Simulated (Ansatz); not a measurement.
**Turning moments in Fe**

Fe is taken as a test cell of our own (not relaxed), 1 atom in the cell.

```
Fe
1.0
    -1.44650    1.44650    1.44650
     1.44650   -1.44650    1.44650
     1.44650    1.44650   -1.44650
Fe
1
Direct
  0.00000 0.00000 0.00000
```

Numbers behind element symbols give the atom's place in this list.

Level of theory: DFT, PBE, fully relativistic norm-conserving potentials, plane waves, spin-orbit coupling in Ansatz development build ahead of 0.2.0.

- Plane-wave cutoff: 1225 eV
- k-point mesh: 5×5×5 (Γ-centred)
- Occupations: Gaussian smearing, 0.1 eV

With one magnetic atom in the cell its copies can only be parallel; orders in a larger cell may lie lower.

The mesh is coarse, so energy differences (and at times their sign) aren't converged.

Spins are non-collinear; moments are vectors (x, y, z) in μB.

The default search lets the program follow hints of a lower state (another filling of open shells, a soft direction), where it sees any. With a search on, the program may also reshape the start on open shells.

Only this run was made, so its end need not be the lowest state of the cell.

**Question.** Start Fe1 (0.00, 0.00, 2.20); default search for lower states. What happens?

**Answer.** It converges in 17 iterations: site vectors not recorded: net moment 2.48 μB, absolute moment 2.63 μB.
